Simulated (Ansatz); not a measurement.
## K: energy along a strain

K, Im-3m, a = 5.236 Å (as given, not relaxed at this level: 0.0 GPa). Ansatz: PBEsol, PAW, 420 eV, Γ-centred 14×14×14 mesh on 1 atom, Gaussian smearing 0.15 eV; no spin polarisation. Cell vectors (Å): -2.618 2.618 2.618; 2.618 -2.618 2.618; 2.618 2.618 -2.618. The cell is strained by x per cent times the pattern (0 0 0 0 0 1) in the order xx yy zz yz xz xy (engineering shears), with fractional coordinates held. y is the free energy over the start, V0 = 71.774 Å³/atom. Symmetry makes y even in x.

| x (%) | y (meV/atom) |
| --- | --- |
| -4.00 | ? |
| -2.00 | 0.25 |
| 0.00 | 0.00 |
| 0.50 | 0.02 |
| 1.00 | 0.06 |
| 1.50 | 0.14 |
| 2.50 | 0.39 |
| 3.00 | 0.56 |
| 3.50 | 0.76 |

Fit y = c2 x² + c4 x⁴ to the other rows, get the stiffness along the pattern, and predict the missing energy.

Least squares on the rows shown. y = 0.06261 x² − 4.539×10⁻⁵ x⁴. The clamped-ion stiffness p·C·p = 2 × 0.6261 eV × 160.2 / 71.774 Å³ = 2.8 GPa, which is C66 in these axes (C44 of the cubic crystal). At x = -4.00 the fit asked for gives 0.99 meV/atom. The run gave 0.99 meV/atom, the same to the digits shown.